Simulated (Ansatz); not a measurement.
ZnCu$_{2}$SnSe$_{4}$ (kesterite type, space group I-4)

```
CELL_PARAMETERS angstrom
     -2.88187     2.88187     5.76308
      2.88187    -2.88187     5.76308
      2.88187     2.88187    -5.76308
ATOMIC_POSITIONS crystal
  Cu 0.00000 0.00000 0.00000
  Cu 0.75000 0.25000 0.50000
  Zn 0.25000 0.75000 0.50000
  Sn 0.50000 0.50000 0.00000
  Se 0.63877 0.62946 0.52869
  Se 0.10077 0.11008 0.47131
  Se 0.37054 0.89923 0.00931
  Se 0.88992 0.36123 0.99069
```

E(V) scan at fixed shape, V₀ the volume above. The atoms relax within the cell's symmetry.

The numbers are results of PBE (plane waves to 420 eV, PAW, scalar-relativistic; Ansatz, a first-principles code), not measurements. k mesh 8×8×8 (Γ-centred), Fermi-Dirac smearing 0.05 eV. E stands for the smeared free energy. Stress and pressure are positive under compression. With the shape held, the modulus is that of even scaling; a crystal free to change shape is softer. At this level the bands of ZnCu2SnSe4 touch or barely overlap. The PAW data are Ansatz's earlier set. ZnCu2SnSe4 is run without spin polarisation. ZnCu2SnSe4 was relaxed with its symmetry unable to fall. ΔE is measured from the relaxed starting cell. The last digit holds for this mesh only.

| V (Å³/atom) | ΔE (meV/atom) |
|---|---|
| 20.103 | 150.1 |
| 21.060 | 77.1 |
| 22.017 | 31.4 |
| 22.974 | 7.2 |
| 23.932 | 0.0 |
| 24.889 | 6.2 |
| 25.846 | withheld |
| 26.803 | 48.4 |
| 27.761 | 80.2 |

Question: Fit a third-order Birch-Murnaghan form (E₀, V₀, B₀, B₀′ free) to the given rows and predict ΔE at V = 25.846.

Answer: Least squares on the 8 given rows: ΔE = E₀ + (9V₀B₀/16)·y²·[2 + (B₀′ − 4)y], y = (V₀/V)^(2/3) − 1, with V₀ = 23.929 Å³/atom, B₀ = 55.96 GPa (160.2 GPa = 1 eV/Å³; the term in eV is multiplied by 1000), B₀′ = 4.85, E₀ = 0.00 meV/atom; root-mean-square residual 0.03 meV/atom. At 25.846 the fit gives 23.1 meV/atom; the calculation gives 23.1 meV/atom, the same to the digits shown. For the pressure the fit gives -3.6 GPa against the computed -3.6 GPa.

(A scan under strain: stresses follow from slopes of the energy per volume, elastic moduli from its curvatures.)
